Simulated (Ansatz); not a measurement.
### Question
Name crystals whose computed values (r²SCAN in the plane-wave PAW code Ansatz) fall in these windows: electron conductivity mass (mₑ) 0.34 to 0.49; gap (eV) 4.6 to 6.0; Θ_D (K) 250 to 350.

### Answer


| crystal | electron conductivity mass (mₑ) | gap (eV) | Θ_D (K) |
|---|---|---|---|
| NaCl, NiAs type | 0.41 | 5.24 | 299 |
| NaCl, rock salt | 0.40 | 5.97 | 328 |
Others may fit too.

Not the usual ambient phase: NaCl, NiAs type. All cells were relaxed under the symmetry of their starts (and spin orders); stability against distortions was not tested throughout.

Potentials: the later of the program's two PAW sets.
